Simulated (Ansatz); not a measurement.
### Question
Name crystals whose computed values (the program Ansatz at the PBE level (PAW)) fall in these windows: highest Γ mode, no LO–TO term (cm⁻¹) 290 to 390; B₀ by P(V) fit (GPa) 90 to 120; Θ_D (K) 570 to 720.

### Answer


| crystal | highest Γ mode, no LO–TO term (cm⁻¹) | B₀ by P(V) fit (GPa) | Θ_D (K) |
|---|---|---|---|
| TiAl3, I4/mmm (Ti on 2a, Al on 2b, Al on 4d) | 342 | 105 | 665 |
Others may fit too.

The cell was relaxed under the symmetry of its start. Rows with no word on spin ran without spin polarisation.

Potentials: the later of the program's two PAW sets.
